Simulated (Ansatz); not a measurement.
A geometry of Ti$_{3}$Al away from equilibrium: the start of the relaxation of a relaxed Ti3Al cell deformed by the Cartesian strain tensor (xx, yy, zz, yz, xz, xy) = (0.060, -0.006, 0.110, 0.025, 0.011, -0.062). Calculation: PBEsol (plane waves to 420 eV, PAW, scalar-relativistic; Ansatz, a program for electronic structure). Γ-centred k-mesh 7×7×7 on the run's cell (coarser than for final values), Fermi–Dirac smearing 0.05 eV.

```xyz
8
Lattice="6.0285 -0.3555 0.0626 -3.3221 5.0735 0.0943 0.0507 0.1175 5.1148" Properties=species:S:1:pos:R:3:forces:R:3 pbc="T T T" free_energy=-15892.915 pressure_GPa=-12.6
Ti     2.8235     3.0860     1.3929   -0.0604    0.3331   -0.0428
Ti    -1.6975     4.2404     3.9250    0.3702   -0.2156   -0.0074
Ti     1.4948     0.7696     1.3159   -0.3374   -0.1342    0.0310
Ti    -0.0664     1.7495     3.8787    0.0604   -0.3331    0.0428
Ti     4.4546     0.5951     1.3466   -0.3702    0.2156    0.0074
Ti     1.2623     4.0659     3.9557    0.3374    0.1342   -0.0310
Al    -0.1925     3.2932     1.3624    0.0380   -0.0138   -0.0078
Al     2.9497     1.5423     3.9092   -0.0380    0.0138    0.0078
```

Positions in Å, forces in eV/Å, free energy of the cell in eV (comparable only within this code, potentials and settings). Largest force: 0.43 eV/Å, on Ti2, Ti5 (atoms numbered as listed); the geometry lies 0.24 eV/atom above the end of its relaxation.

No spin polarisation in the result.

The run could not lose the symmetry of its start.
